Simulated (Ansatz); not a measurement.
ZnSe:
```cif
data_Se4Zn4
_chemical_formula_sum 'Se4 Zn4'
_space_group_name_H-M_alt 'F-43m'
_space_group_IT_number 216
_space_group_name_Hall 'F -4 2 3'
_cell_length_a 5.66528
_cell_length_b 5.66528
_cell_length_c 5.66528
_cell_angle_alpha 90.000
_cell_angle_beta 90.000
_cell_angle_gamma 90.000
loop_
_atom_site_label
_atom_site_type_symbol
_atom_site_symmetry_multiplicity
_atom_site_Wyckoff_symbol
_atom_site_fract_x
_atom_site_fract_y
_atom_site_fract_z
_atom_site_occupancy
Se1 Se 4 c 0.25000 0.25000 0.25000 1
Zn1 Zn 4 a 0.00000 0.00000 0.00000 1
```
(The calculation used a cell of 2 atoms; values per cell refer to that cell.)

Relaxed with r²SCAN. Independent-particle spectrum: no excitons, no local fields, no scissors shift; 0.1 eV broadening; ε₁ of the summed bands alone.

### Question
Tabulate the dielectric function from r²SCAN (plane waves, PAW; program Ansatz).

### Answer


```
E (eV)  ε₁ xx  ε₂ xx
------  -----  -----
0.0      6.46   0.00
0.5      6.52   0.00
1.0      6.70   0.00
1.5      7.07   0.00
2.0      7.90   0.52
2.5      8.03   1.05
3.0      8.53   1.44
3.5      9.72   2.18
4.0     10.33   7.10
4.5      7.12   6.17
5.0      7.57   5.59
5.5     12.06   6.97
6.0     -2.18  14.78
6.5     -2.11   8.07
7.0      0.15   5.79
7.5     -1.26   8.80
8.0     -2.91   6.81
8.5     -3.03   4.81
9.0     -2.69   3.69
9.5     -2.38   2.64
10.0    -1.64   2.09
10.5    -1.36   2.40
11.0    -1.58   2.02
11.5    -1.41   1.40
12.0    -0.96   1.35
```

### Question
From ε at 3.8 eV (xx: 11.38 + 3.74i), find n, k, the normal reflectivity and the absorption coefficient.

### Answer
n = 3.42, k = 0.547, R = 31 %, α = 2kE/ħc = 210000 cm⁻¹.

With all bands, ε∞ without local fields is 6.56.

The cell was relaxed with r²SCAN under the symmetry of its start. Scalar-relativistic: spin–orbit coupling is off unless named, which matters more the heavier the elements.

Potentials: the later of the program's two PAW sets.
